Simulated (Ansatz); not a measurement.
MgS (rock salt, space group No. 225), DFT-PBE in the program Ansatz with PAW potentials. The conduction-band minimum lies at X, with 3 equivalent valleys. Second derivatives d²E/dk² of the lowest band at one valley (eV·Å²), along Cartesian directions:

```json
[
 {"direction": "[100]", "d²E/dk²": "14.53"},
 {"direction": "[010]", "d²E/dk²": "26.03"},
 {"direction": "[001]", "d²E/dk²": "26.03"},
 {"direction": "[110]", "d²E/dk²": "20.28"},
 {"direction": "[101]", "d²E/dk²": "20.28"},
 {"direction": "[011]", "d²E/dk²": "26.01"}
]
```

Q: Find the principal effective masses, the density-of-states mass and the conductivity mass.

A: Off-diagonal terms follow from H_xy = H[110] − (H_xx + H_yy)/2, and m*/mₑ = 7.620 eV·Å² over each eigenvalue: 0.29, 0.29, 0.52. One valley's DOS mass (m₁m₂m₃)^(1/3) = 0.36, conductivity mass 3/(Σ 1/mᵢ) = 0.34 mₑ.

Q: What effective density of states Nc follows at 300 K for parabolic valleys?

A: Nc = 2.509e19 × 3 × (0.36)^(3/2) ≈ 1.6e19 cm⁻³.

Space group Fm-3m (rock salt). The cell was relaxed with PBE under the symmetry of its start.

Potentials: the earlier of the program's two PAW sets.

Edges and masses are those of Kohn–Sham bands, whose gap is no quasiparticle gap.
